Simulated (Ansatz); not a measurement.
The elements of this relaxed trial crystal are hidden behind letters.

```
lattice vectors (Å)
   5.1289    0.0000    0.0000
   0.0000    2.2515    4.7211
   0.0000   -2.2515    4.7211
fractional positions
X 0.5000 0.9530 0.9530
Z 0.0000 0.5254 0.5254
Z 0.0000 0.4128 0.0565
Z 0.0000 0.0565 0.4128
Q 0.0000 0.3738 0.3738
Q 0.0000 0.6785 0.6785
```

All numbers below come from Ansatz 0.2.0, DFT PBE, scalar-relativistic, plane waves, PAW. Cutoff 420 eV, Γ-centred 6×8×8 mesh (6-atom cell), Gaussian smearing of 0.02 eV, no spin polarisation.

| Quantity | Value |
| --- | --- |
| Space group | Amm2 (No. 38) |
| Conventional cell | a = 5.129 Å, b = 4.503 Å, c = 9.442 Å |
| Volume per atom | 18.17 Å³ |
| Density | 2.88 g/cm³ |
| Energy over the elements | +0.164 eV/atom |
| Gap on the 6×8×8 mesh of the 6-atom cell | 0.77 eV |

Energies are uncorrected and count from the elements' standard states at the same level.

Question: X is an s-block element of period 6, Z is a p-block element of period 2 and Q is a p-block element of period 2. Which elements are they?

Answer: X = Cs, Z = B, Q = C, so the formula is CsB3C2. Density times volume gives a mean mass of 2.88 × 18.17/1.6605 = 31.5 u per atom, and this set has 31.6 u. Among the elements that the hints allow, noble gases aside, only these give it. Cs is surrounded by 12 B at 3.48–3.78 Å, 6 C at 3.49–3.65 Å and 4 C at 4.02 Å; B on a site of symmetry mm2 is surrounded by 2 C at 1.43–1.45 Å, 2 B at 2.45 Å, 2 B at 2.86 Å and 4 Cs at 3.48 Å; around C on its first site lie 1 B at 1.43 Å, 2 B at 1.54 Å, 3 C at 2.88–2.91 Å and 4 Cs at 3.49 Å; 2 more sites not described.

Kohn–Sham gaps at this level usually fall short of measured ones. A structure relaxed within its symmetry needn't be a true minimum.
